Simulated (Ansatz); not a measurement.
With PBE in the plane-wave PAW code Ansatz, C in the hexagonal phase (P6_222; C on 3c) relaxes to a = 2.606 Å, c = 2.801 Å.

It is gapped at this level: 1.94 eV (indirect). The valence maximum lies at A and the conduction minimum at M (3 equivalent valleys). Electrons at the band edge weigh 0.25, 0.36, 0.42 mₑ (principal values). The hole mass is 0.48, 0.53, 0.53 mₑ (principal values).

The bulk modulus is 426 GPa.

The start of the workflow was typed in or built on a structure type; neither database checked (COD, Materials Project) lists it. It is not the phase usual at ambient conditions (space group No. 194, 227). The PBE relaxation kept the symmetry of its start; whether a distortion lowers the energy is not shown.

Potentials: the earlier of the program's two PAW sets.
